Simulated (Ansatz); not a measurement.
NiGe:
```cif
data_Ge4Ni4
_chemical_formula_sum 'Ni4 Ge4'
_space_group_name_H-M_alt 'I41md'
_space_group_IT_number 109
_space_group_name_Hall 'I 4bw -2'
_cell_length_a 2.98038
_cell_length_b 2.98038
_cell_length_c 12.74833
_cell_angle_alpha 90.000
_cell_angle_beta 90.000
_cell_angle_gamma 90.000
loop_
_atom_site_label
_atom_site_type_symbol
_atom_site_symmetry_multiplicity
_atom_site_Wyckoff_symbol
_atom_site_fract_x
_atom_site_fract_y
_atom_site_fract_z
_atom_site_occupancy
Ni1 Ni 4 a 0.00000 0.00000 0.75640 1
Ge1 Ge 4 a 0.00000 0.00000 0.15960 1
```
(The calculation used a cell of 4 atoms; values per cell refer to that cell.)

This is the PBE-relaxed structure.

### Question
All from DFT-PBE in the program Ansatz with PAW potentials, unless another level is named. Give the electronic character.

### Answer
metallic (no gap).

### Question
Predict the formation energy from the elements (no fitted shifts).

### Answer
-0.10 eV/atom.

### Question
Predict the density of states at the Fermi level.

### Answer
0.50 states/eV per atom (mean over ±0.08 eV).

Space group I4_1md. The cell is a constructed one: a structure type filled with these elements; neither database checked (COD, Materials Project) lists it. COD files the formula under space group No. 62, so this cell is another polymorph or a model. Whether it is the stable phase at ambient conditions was not checked. The PBE relaxation kept the symmetry of its start; whether a distortion lowers the energy is not shown. The workflow began spin-polarised and lost its moments. The references are the lowest solids computed at this level, not always the standard phases. Spin–orbit coupling is left out wherever it is not named.

Potentials: the later of the program's two PAW sets.
